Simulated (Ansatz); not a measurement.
Screening note. A thin piezoelectric film on a fast substrate raises the frequency that a given finger pitch reaches and keeps the wave at the surface.

The reference row is 4H-SiC. Isotropic (polycrystal) averages. Wavelength 0.8 μm (twice a pitch of 0.4 μm); target 3.5 GHz. All rows have a gap at this level.

Computed with Ansatz, a plane-wave PAW program. v_l, v_t: r²SCAN, elastic tensor, Hill average; density: r²SCAN, relaxed cell.

Runs started from generated or typed cells of the structure named: TiO2; GaP. No claim is made that these are known or stable phases: InGaN2 (P3m1, hP4). Spin–orbit coupling is left out unless named.

The figures follow from the printed values by these rules: ν = (v_l² − 2v_t²)/(2(v_l² − v_t²)); v_R ≈ v_t (0.87 + 1.12ν)/(1 + ν); f = v_R/wavelength; pitch = v_R/2f.

```
crystal             v_l (km/s)  v_t (km/s)  density (g/cm³)  Poisson ratio  Rayleigh speed (km/s)  frequency (GHz)  pitch for the target (nm)
------------------  ----------  ----------  ---------------  -------------  ---------------------  ---------------  -------------------------
LiNbO3                    6.66        3.80             4.64          0.259                  3.501             4.38                        500
β-Ga2O3                   6.98        3.67             5.93          0.309                  5.795             7.24                        828
4H-SiC, reference        12.42        7.92             3.22          0.157                  7.159             8.95                       1020
TiO2 (Pbca)               9.03        4.67             4.12          0.317                  4.344             5.43                        621
InGaN2 (P3m1, hP4)        6.29        3.38             6.56          0.297                  3.134             3.92                        448
GaP (zinc blende)         6.32        3.75             4.13          0.228                  3.437             4.30                        491
```

A slip was made in one value of «Rayleigh speed (km/s)» and carried on. Locate it and redo the row.

The row of β-Ga2O3 shows 5.795. From its own inputs, v_R = 3.67 × (0.87 + 1.12 × 0.309)/(1 + 0.309) = 3.409 km/s. Carried on: f = 3.409/0.8 = 4.26 GHz; pitch for the target: 500 × 3.409/3.5 = 487 nm. The other rows agree with the rules.

With the correction: In order of Rayleigh speed, highest first: 4H-SiC (7.159 ± 0.27), TiO2 (4.344 ± 0.18), LiNbO3 (3.501 ± 0.14) ≈ GaP (3.437 ± 0.14) ≈ β-Ga2O3 (3.409 ± 0.14), InGaN2 (P3m1, hP4) (3.134 ± 0.13). The ± follows from allowances picked for this note (v_l 3 %, v_t 3 %, 3 % for the model), carried to first order and added in quadrature; ≈ joins neighbours closer than their two ± added in quadrature. On this figure 0 of 5 candidates do clearly better than the reference.

Single-crystal speeds depend on cut and direction, and the film changes the speed. Where several phases of a formula are at hand, those over 0.1 eV/atom above the lowest were not drawn (by r²SCAN where it compared them, else by the largest value; a layered or molecular lowest phase counts only with a dispersion term); other phases could lie lower still. The rows are a sample of crystals with v_t over 3 km/s, picked without regard to agreement with measurement. Limits of the draw: gap over 0.3 eV, v_l over 1.45 v_t, v_t over 3 km/s; for moduli and speeds, an anisotropy index under 2.5, no layered crystals; no unfamiliar magnets, and cubic perovskites only if shown or known to be stable. As a rule kept out of such tables: 4f compounds, open-shell compounds run without a Hubbard term, cells found unstable in the tests at hand, cells close to a higher symmetry, and runs set to a pressure or over 12 % in volume from the crystal's fullest run.
